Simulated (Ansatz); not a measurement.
A scan (energy over volume and axial ratio; atoms clamped) gave these values. All values below come from PBEsol (plane waves to 420 eV, PAW, scalar-relativistic; Ansatz, a program for electronic structure).

- Shear modulus C′ = (C11 − C12)/2 (fit, atoms clamped) = 104 GPa

### Question
Of these crystals, all scanned alike, which one is it?
A. HgSe (zinc blende)
B. BaTiO₃ (cubic perovskite)
C. GaP (zinc blende)

### Answer
B, BaTiO₃ (cubic perovskite). The others have, for the shear modulus C′ = (C11 − C12)/2: HgSe 7 GPa, GaP 37 GPa

All were relaxed with their symmetry unable to fall. At this level the bands of HgSe touch or barely overlap. BaTiO3 is run without spin polarisation. Spin-orbit coupling is left out. This is a high-temperature form of BaTiO3.

(A scan under strain: stresses follow from slopes of the energy per volume, elastic moduli from its curvatures.)
